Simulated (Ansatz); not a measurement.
The cell of SiAs3 is invented: random cell by space group and Wyckoff sites (P-3m1, No. 164). Its size is a rough estimate.

```
CELL_PARAMETERS angstrom
4.52034 0.00000 0.00000
-2.26017 3.91473 0.00000
0.00000 0.00000 6.01719
ATOMIC_POSITIONS crystal
Si 0.00000 0.00000 0.50000
As 0.33333 0.66667 0.53515
As 0.66667 0.33333 0.46485
As 0.00000 0.00000 0.00000
```

Level of theory: Ansatz 0.2.0, DFT PBE, scalar-relativistic, plane waves, PAW. Cutoff 420 eV, Gaussian smearing, Γ-centred meshes. Cell and atoms relax first on a coarse mesh and then on a finer one. In between, the cell is made exact in the group found at 0.06 Å. In metals the finer mesh still leaves noise of several meV/atom or more. The steps can't lower the symmetry of their start. No spin polarisation.

A guess keeps its type if space group and coordination stay and the shape of the cell changes little (axis ratios within about 15 %, angles within 6°); the volume may change.

Task: Does this structure survive the relaxation?

Result: It doesn't keep its type. The symmetry stays P-3m1 (No. 164). The volume per atom shrinks by 27.0 %, from 26.6 to 19.4 Å³. The shortest distance stays 2.62 Å (Si–As). The ratio c/a of the conventional cell changes by a factor of 1.34. Counting neighbours within 15 % of an atom's shortest distance, the start has As 2/6, Si 8 and the end As 6, Si 6. In detail, at the end Si has 6 As at 2.62 Å; As on a site of symmetry 3m has 3 Si at 2.62 Å and 3 As at 2.77 Å; around As on a site of symmetry -3m lie 6 As at 2.77 Å.

```cif
data_structure
_symmetry_space_group_name_H-M 'P-3m1'
_symmetry_Int_Tables_number 164
_cell_length_a 3.6965
_cell_length_b 3.6965
_cell_length_c 6.5718
_cell_angle_alpha 90.000
_cell_angle_beta 90.000
_cell_angle_gamma 120.000
_cell_volume 77.77
loop_
_atom_site_label
_atom_site_type_symbol
_atom_site_symmetry_multiplicity
_atom_site_Wyckoff_symbol
_atom_site_fract_x
_atom_site_fract_y
_atom_site_fract_z
_atom_site_occupancy
Si1 Si 1 b 0.00000 0.00000 0.50000 1
As1 As 2 d 0.33333 0.66667 0.73055 1
As2 As 1 a 0.00000 0.00000 0.00000 1
```

The zero of energy is the elements' standard structures at the same level; no fitted shifts are applied.

Task: At what energy does it end?

Result: +0.22 eV/atom. The separate elements lie lower, so it is unstable against them.

The last run used a 12×12×8 mesh (in the run's order of axes) for its 4-atom cell and Gaussian smearing of 0.10 eV. An odd number of electrons in the primitive cell allows no gap without spin; a larger cell or a magnetic state could open one. The cell is a metal run without spin; a magnetic state may lie lower. The reference form of As is held partly by dispersion forces, which this level lacks. Symmetry constrained the relaxation, so the result can be a saddle point. Another cell of SiAs3 relaxed alike, in R-3m, lies 134 meV/atom lower, so this cell isn't the stable form at this level.

In counts of neighbours, a slash parts the counts of unlike sites.
